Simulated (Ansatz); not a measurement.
## Si3Te: relaxation step by step

Recipe of this trial structure of Si3Te: random cell by space group and Wyckoff sites (P6/mmm, No. 191). The dimensions are guesses.

```
Si Te
1.0
     4.20858    0.00000    0.00000
    -2.10429    3.64474    0.00000
     0.00000    0.00000    5.71093
Si Te
3 1
Direct
  0.50000 0.00000 0.50000
  0.00000 0.50000 0.50000
  0.50000 0.50000 0.50000
  0.00000 0.00000 0.50000
```

All numbers below come from Ansatz 0.2.0, DFT PBE, scalar-relativistic, plane waves, PAW. Cutoff 420 eV, Gaussian smearing, Γ-centred meshes. Cell and atoms relax first on a coarse mesh and then on a finer one. In between, the cell is made exact in the group found at 0.06 Å. In metals the finer mesh still leaves noise of several meV/atom or more. The steps can't lower the symmetry of their start. No spin polarisation.

Steps on the 6×6×4 mesh (4 atoms, 26 steps). The free energy counts from the last step; some steps are skipped; the plane-wave basis is renewed at times, which shifts energy and pressure.

```csv
step,ΔF (meV/atom),V (Å³/atom),P (GPa)
1,4647.0,21.90,98.80
4,1232.1,28.77,23.09
7,539.7,34.60,1.21
9,517.7,32.16,-0.85
12,458.6,26.87,-1.51
15,315.5,21.27,-1.17
18,133.1,19.55,-4.24
20,121.5,18.91,0.02
23,1.2,19.92,0.46
26,0.0,20.03,0.04
```

The relaxed structure, after a last relaxation on the converged mesh:

```cif
data_structure
_symmetry_space_group_name_H-M 'P 1'
_symmetry_Int_Tables_number 1
_cell_length_a 5.7743
_cell_length_b 5.7743
_cell_length_c 2.7672
_cell_angle_alpha 90.000
_cell_angle_beta 90.000
_cell_angle_gamma 120.000
_cell_volume 79.90
loop_
_atom_site_label
_atom_site_type_symbol
_atom_site_fract_x
_atom_site_fract_y
_atom_site_fract_z
_atom_site_occupancy
Si1 Si 0.50000 0.00000 0.50000 1
Si2 Si 0.00000 0.50000 0.50000 1
Si3 Si 0.50000 0.50000 0.50000 1
Te1 Te 0.00000 0.00000 0.50000 1
```

The symmetry stays P6/mmm (No. 191). The volume per atom shrinks by 8.8 %, from 21.9 to 20.0 Å³. The shortest distance goes from 2.10 Å (Si–Te and Si–Si) to 2.77 Å (Si–Si and Te–Te). The ratio c/a of the conventional cell changes by a factor of 0.35. The energy falls by about 4.6 eV/atom (the start's value is from the coarse mesh). Si has 6 Si at 2.77–2.89 Å and 2 Te at 2.89 Å; Te has 2 Te at 2.77 Å and 6 Si at 2.89 Å.

For Si3Te, the volume per atom is 19.98 Å³ and the density is 4.40 g/cm³. The energy over the elements is +0.65 eV/atom and the gap on the 12×12×18 mesh of the 4-atom cell is 0 eV (a metal).

The zero of energy is the elements' standard structures at the same level; no fitted shifts are applied.

The last run used Gaussian smearing of 0.10 eV. These runs have no spin–orbit coupling, which can matter for Te. The reference form of Te is held partly by dispersion forces, which this level lacks. Symmetry constrained the relaxation, so the result can be a saddle point. In all, the 4 runs took 2.6 min on 1 thread of Arm Neoverse V2 (shared host). Another cell of Si3Te relaxed alike, in P6_3/mmc, lies 240 meV/atom lower, so this cell isn't the stable form at this level.
